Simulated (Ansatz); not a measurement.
Al:
```yaml
crystal:
  lattice:
    - [2.82801, 0.00000, 0.00000]
    - [-1.41401, 2.44913, 0.00000]
    - [0.00000, 0.00000, 25.33597]
  atoms:
    - { symbol: Al, position: [0.33333, 0.66667, 0.86269] }
    - { symbol: Al, position: [0.66667, 0.33333, 0.95400] }
    - { symbol: Al, position: [0.33333, 0.66667, 0.04600] }
    - { symbol: Al, position: [0.66667, 0.33333, 0.13731] }
    - { symbol: Al, position: [0.00000, 0.00000, 0.22783] }
    - { symbol: Al, position: [0.33333, 0.66667, 0.31857] }
    - { symbol: Al, position: [0.66667, 0.33333, 0.40927] }
    - { symbol: Al, position: [0.00000, 0.00000, 0.50000] }
    - { symbol: Al, position: [0.33333, 0.66667, 0.59073] }
    - { symbol: Al, position: [0.66667, 0.33333, 0.68143] }
    - { symbol: Al, position: [0.00000, 0.00000, 0.77217] }
```

Relaxed with r²SCAN.

### Question
Map the valence electron density (e/Å³), cut off at 0.2 on the plane through (0.333, 0.667, 0.863) spanned by u = [1, 1, 0] and v = [1, -1, 0] in lattice vectors, from plane-wave PAW r²SCAN (Ansatz code).

### Answer
x is the fraction of u, y of v (the angle between them is 90°; rows are the nearest grid lines); atoms in the plane: Al at (0.00, 0.00), Al at (0.50, 0.50).
```
|   -#@@@@@@@#-   |
|  .=%@@@@@@@%=.  |
|..-*@@@@@@@@@*-..|
|++#@@@@@@@@@@@#++|
|@@@@@@@@@@@@@@@@@|
|@@@@@@@@@@@@@@@@@|
|@@@@@@@@@@@@@@@@@|
|@@@@@@@@@@@@@@@@@|
|@@@@@@@@@@@@@@@@@|
|@@@@@@#+++#@@@@@@|
|@@@@@*-...-*@@@@@|
|@@@@%=.   .=%@@@@|
|@@@@%=.   .=%@@@@|
|@@@@@*-...-*@@@@@|
|@@@@@@#+++#@@@@@@|
|@@@@@@@@@@@@@@@@@|
|@@@@@@@@@@@@@@@@@|
|@@@@@@@@@@@@@@@@@|
|@@@@@@@@@@@@@@@@@|
|@@@@@@@@@@@@@@@@@|
|++#@@@@@@@@@@@#++|
|..-*@@@@@@@@@*-..|
|  .=%@@@@@@@%=.  |
|   -#@@@@@@@#-   |
```
Scale: ten equal steps from 0.057 (start of ' ') to 0.200 (end of '@'), in the order ' .:-=+*#%@'; x runs from 0.000 to 1.00, y from 0.000 (bottom) to 1.00 (top).

The density is the valence pseudo-density with augmentation charge, so density and ELF within about 1 Å of a nucleus are not all-electron values.

Space group P-3m1. The start of the workflow was typed in or built on a structure type; neither database checked (COD, Materials Project) lists it. It is not the phase usual at ambient conditions (space group No. 225). The cell was relaxed with r²SCAN under the symmetry of its start; its stability against distortions is not shown here.

Potentials: the later of the program's two PAW sets.
